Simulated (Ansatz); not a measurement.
Rb$_{2}$TlAgF$_{6}$:
```
Rb2TlAgF6
1.0
    0.00000     4.51858     4.51858
    4.51858     0.00000     4.51858
    4.51858     4.51858     0.00000
Rb Tl Ag F
2 1 1 6
Direct
  0.75000   0.75000   0.75000
  0.25000   0.25000   0.25000
  0.00000   0.00000   0.00000
  0.50000   0.50000   0.50000
  0.75960   0.24040   0.24040
  0.24040   0.75960   0.75960
  0.24040   0.75960   0.24040
  0.75960   0.24040   0.75960
  0.24040   0.24040   0.75960
  0.75960   0.75960   0.24040
```

Relaxed with r²SCAN.

### Question
Give the Bader charges and basin volumes of the independent atoms, DFT-r²SCAN in the program Ansatz with PAW potentials.

### Answer


```
atom  Bader charge (e)  Bader volume (Å³)
----  ----------------  -----------------
Rb1              +0.92               27.2
Tl3              +1.84               15.0
Ag4              +0.85               17.8
F5               -0.76               16.2
```

Space group Fm-3m. The first step of the workflow began from a Materials Project structure, measured or hypothetical; the Crystallography Open Database copy checked does not list it. Whether it is the stable phase at ambient conditions was not checked. The r²SCAN relaxation kept the symmetry of its start; whether a distortion lowers the energy is not shown. No spin polarisation was allowed. Spin–orbit coupling is left out wherever it is not named.

Potentials: the later of the program's two PAW sets.
